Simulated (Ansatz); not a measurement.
KI: energy along a strain

KI, Fm-3m, a = 7.049 Å (as given, not relaxed at this level: 0.7 GPa). Ansatz: PBE, PAW, 420 eV, Γ-centred 6×6×6 mesh on 2 atoms, Gaussian smearing 0.05 eV; no spin polarisation. Cell vectors (Å): 0.000 3.525 3.525; 3.525 0.000 3.525; 3.525 3.525 0.000. The cell is strained by x per cent times the pattern (0 0 0 0 1 0) in the order xx yy zz yz xz xy (engineering shears), with fractional coordinates held. y is the free energy over the start, V0 = 43.784 Å³/atom. Symmetry makes y even in x.

| x (%) | y (meV/atom) |
| --- | --- |
| -2.00 | ? |
| -1.00 | 0.05 |
| 0.00 | 0.00 |
| 0.25 | 0.00 |
| 0.50 | 0.01 |
| 0.75 | 0.03 |
| 1.25 | 0.08 |
| 1.50 | 0.12 |
| 1.75 | 0.16 |

Task: Fit y = c2 x² + c4 x⁴ to the other rows, get the stiffness along the pattern, and predict the missing energy.

Result: Least squares on the rows shown. y = 0.05065 x² + 0.0006459 x⁴. The clamped-ion stiffness p·C·p = 2 × 0.5065 eV × 160.2 / 43.784 Å³ = 3.7 GPa, which is C55 in these axes (C44 of the cubic crystal) (second derivative at the start, which stands under stress). With a term in x⁶ added, the coefficient of x² becomes 0.04517, 11 % less, which shows how far this figure hangs on the form. At x = -2.00 the fit asked for gives 0.21 meV/atom. The run gave 0.21 meV/atom, the same to the digits shown.